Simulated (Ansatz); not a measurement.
The cell below belongs to a search over invented structures; it isn't taken from experiment.

Input and command of a plane-wave DFT calculation in Ansatz:

```yaml
crystal:
  lattice:
    - [3.8006342481, 0.0, 0.0]
    - [0.0, 3.8006342481, 0.0]
    - [0.0, 0.0, 10.2746909057]
  atoms:
    - { symbol: In, position: [0.5, 0.0, 0.8840961901] }
    - { symbol: In, position: [0.0, 0.5, 0.1159038099] }
    - { symbol: Sb, position: [0.5, 0.5, 0.3331515012] }
    - { symbol: Sb, position: [0.5, 0.5, 0.6668484988] }
    - { symbol: Sb, position: [0.0, 0.0, 0.5] }
    - { symbol: O, position: [0.0, 0.0, 0.0] }
basis:
  ecutwfc: 420
kpoints:
  mp_grid: { grid: [8, 8, 4] }
hamiltonian:
  xc: pbe
scf:
  occupations: { method: gaussian, width: 0.1 }
output:
  forces: true
  stress: true
  eigenvalues: true
relax:
  adjacent_minimum: "off"
  f_tol: 0.01
  max_steps: 30
  cell: { stress_tol: 0.1, fix: [volume] }
```

```bash
ansatz run input.yaml --threads 1 --pin off --max-ram 2560MiB --backend cpu --events-out ev --progress --plain --runs-dir out
```

Processor: Arm Neoverse V1, 1 thread, on a host shared with other jobs.

**Question.** How long does it run, and how much memory does it take?

**Answer.** About 2.3 min, peak memory 0.52 GiB. It solves 47 bands at 45 k points (after reduction by symmetry) with about 2907 plane waves, in 28 SCF iterations over 4 ionic steps.
